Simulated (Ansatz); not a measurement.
Consider the following.

GePt₃:
```
CELL_PARAMETERS angstrom
      0.00000     3.16386     3.16386
      3.16386     0.00000     3.16386
      3.16386     3.16386     0.00000
ATOMIC_POSITIONS crystal
  Ge 0.00000 0.00000 0.00000
  Pt 0.50000 0.50000 0.50000
  Pt 0.25000 0.25000 0.25000
  Pt 0.75000 0.75000 0.75000
```

This is the PBE-relaxed structure.

**Question.** All from the program Ansatz at the PBE level (PAW), unless another level is named. Predict the electronic character.

**Answer.** metallic (no gap).

**Question.** What about the formation energy from the elements (no fitted shifts)?

**Answer.** -8.4 kJ/mol of atoms.

**Question.** And the density of states at the Fermi level?

**Answer.** 0.67 states/eV per atom (mean over ±0.08 eV).

Space group Fm-3m. The cell is a constructed one: a structure type filled with these elements; neither database checked (COD, Materials Project) lists it. Its standing as an ambient phase is unchecked. The PBE relaxation kept the symmetry of its start; whether a distortion lowers the energy is not shown. The run is not spin-polarised. The references are the lowest solids computed at this level, not always the standard phases. Scalar-relativistic: spin–orbit coupling is off unless named, which matters more the heavier the elements.

Potentials: the later of the program's two PAW sets.
